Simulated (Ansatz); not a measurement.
Recipe of this trial structure of Sr₂CdPtC₆N₆: cyanide-bridged rock-salt net of two metals, 2 guest cations a cell (Fm-3m, No. 225). Lengths were set from tabulated atomic sizes, so they are only a guess.

Space group Fm-3m (No. 225). a = 10.357 Å, b = 10.357 Å, c = 10.357 Å, α = 90.00°, β = 90.00°, γ = 90.00°
```tsv
atom	site	symmetry	x	y	z
Sr	8c	-43m	0.2500	0.7500	0.7500
Cd	4a	m-3m	0.0000	0.0000	0.0000
Pt	4b	m-3m	0.5000	0.0000	0.0000
C	24e	4m.m	0.1932	0.0000	0.0000
N	24e	4m.m	0.3062	0.0000	0.0000
```

All numbers below come from Ansatz, DFT PBE, scalar-relativistic, plane waves, PAW. Cutoff 420 eV, Gaussian smearing, Γ-centred meshes. Cell and atoms relax first on a coarse mesh and then on a finer one. In between, the cell is made exact in the group found at 0.06 Å. In metals the finer mesh still leaves noise of several meV/atom or more. The steps can't lower the symmetry of their start. Collinear spin is switched on along the way, since trial moments persisted in a coarse test.

A guess keeps its type if space group and coordination stay and the shape of the cell changes little (axis ratios within about 15 %, angles within 6°); the volume may change.

Problem. Does it keep its structure type, or change into something else?

Solution. It keeps its type. The symmetry stays Fm-3m (No. 225). The volume per atom grows by 38.9 %, from 17.4 to 24.1 Å³. The shortest distance stays 1.17 Å (C–N). Counting neighbours within 15 % of an atom's shortest distance, the start has C 1, Cd 6, N 1, Pt 6, Sr 24 and the end C 1, Cd 6, N 1, Pt 6, Sr 24.

The last run used collinear spin, a 6×6×6 mesh for its 16-atom cell and Gaussian smearing of 0.10 eV. Spin–orbit coupling, which can matter for Pt, is left out. Another magnetic order may lie lower. Symmetry constrained the relaxation, so the result can be a saddle point.
